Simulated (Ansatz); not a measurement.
## Band structure of TiB2

```
Ti B
1.0
     3.02593    0.00000    0.00000
    -1.51296    2.62053    0.00000
     0.00000    0.00000    3.22877
Ti B
1 2
Cartesian
  0.0000 0.0000 0.0000
  0.0000 1.7470 1.6144
  1.5130 0.8735 1.6144
```

Atom numbers follow the list: Ti1, B2, B3.

Conventional cell: a = 3.026 Å, b = 3.026 Å, c = 3.229 Å, α = 90.00°, β = 90.00°, γ = 120.00°. Ti (atom 1) is surrounded by 12 B at 2.38 Å. B (atom 2) has 3 B at 1.75 Å as nearest neighbours.

The cell is the one relaxed in the Materials Project (mp-1145), not relaxed further here; entries there can be hypothetical.

Computed with DFT, PBEsol, all-electron LAPW, scalar-relativistic (Ansatz 0.2.0).

The runs use a Γ-centred 12×12×10 k mesh, Fermi–Dirac smearing of 0.03 eV, basis error target 1 meV/atom, no spin polarisation.

Points in fractions of the reciprocal vectors of this cell: Γ (0, 0, 0), M (0.5, 0, 0), K (0.333, 0.333, 0), A (0, 0, 0.5), L (0.5, 0, 0.5), H (0.333, 0.333, 0.5). The path joins them by straight lines in the order Γ–M–K–Γ–A–L–H–A–L; legs that retrace an earlier one aren't tabulated. Energies are in eV from the Fermi level.

(1) Metal or insulator at this level of theory?

(2) Tabulate bands 12 to 16, counted from the lowest band of the run, along the path.

## Answers

(1) No gap opens: metallic or semimetallic.

(2) 
```csv
k (1/Å),point,band 12,band 13,band 14,band 15,band 16
0.00,Γ,-2.61,-2.34,-2.17,1.90,1.90
0.17,,-2.63,-2.42,-2.12,1.87,2.07
0.34,,-2.68,-2.61,-1.99,1.78,2.51
0.51,,-2.84,-2.80,-1.89,1.67,2.15
0.69,,-3.03,-2.95,-1.92,1.54,2.14
0.86,,-3.16,-3.11,-2.08,1.43,2.51
1.03,,-3.23,-3.22,-2.25,1.36,2.71
1.20,M,-3.26,-3.26,-2.31,1.33,2.76
1.30,,-3.64,-3.23,-1.96,1.10,2.70
1.40,,-4.29,-3.14,-1.38,0.60,2.54
1.50,,-5.00,-3.00,-0.78,0.03,2.30
1.59,,-5.72,-2.80,-0.52,-0.18,2.05
1.69,,-6.42,-2.54,-1.03,0.41,1.79
1.79,,-7.06,-2.24,-1.49,0.96,1.56
1.89,K,-7.38,-1.89,-1.89,1.36,1.36
2.09,,-6.71,-2.51,-1.08,0.87,1.12
2.29,,-5.69,-2.86,-0.19,0.07,1.11
2.48,,-4.60,-2.98,-0.70,0.66,1.33
2.68,,-3.61,-2.90,-1.35,1.31,1.77
2.88,,-2.92,-2.68,-1.83,1.69,2.41
3.08,,-2.65,-2.44,-2.10,1.85,2.13
3.28,Γ,-2.61,-2.34,-2.17,1.90,1.90
3.41,,-2.56,-2.56,-1.41,1.72,1.72
3.55,,-2.39,-2.39,-0.65,1.30,1.30
3.69,,-2.13,-2.13,0.04,0.83,0.83
3.83,,-1.77,-1.77,0.40,0.40,0.65
3.97,,-1.33,-1.33,0.08,0.08,1.15
4.11,,-0.84,-0.84,-0.12,-0.12,0.77
4.25,A,-0.54,-0.54,-0.19,-0.19,0.42
4.42,,-1.56,-1.44,0.18,0.51,0.67
4.59,,-2.82,-2.38,-0.39,0.79,1.52
4.76,,-4.09,-3.18,-1.09,1.22,1.94
4.93,,-5.29,-3.82,-1.76,1.76,2.13
5.10,,-5.01,-4.28,-2.35,2.31,2.32
5.28,,-4.56,-4.27,-2.84,2.43,2.77
5.45,L,-4.66,-3.86,-3.15,2.48,2.94
5.55,,-4.72,-3.83,-3.15,2.48,2.98
5.64,,-4.89,-3.74,-3.17,2.49,3.09
5.74,,-5.12,-3.60,-3.19,2.49,3.26
5.84,,-5.37,-3.44,-3.21,2.50,3.50
5.94,,-5.57,-3.29,-3.22,2.51,3.80
6.04,,-5.70,-3.21,-3.19,2.51,4.14
6.14,H,-5.74,-3.18,-3.18,2.51,4.28
6.34,,-5.59,-3.53,-3.00,2.49,3.74
6.53,,-5.19,-4.32,-2.66,2.36,3.01
6.73,,-5.28,-4.57,-2.11,2.04,2.39
6.93,,-4.48,-3.75,-1.40,1.46,2.05
7.13,,-3.12,-2.75,-0.60,0.91,1.80
7.33,,-1.73,-1.61,0.11,0.54,0.84
7.52,A,-0.54,-0.54,-0.19,-0.19,0.42
```
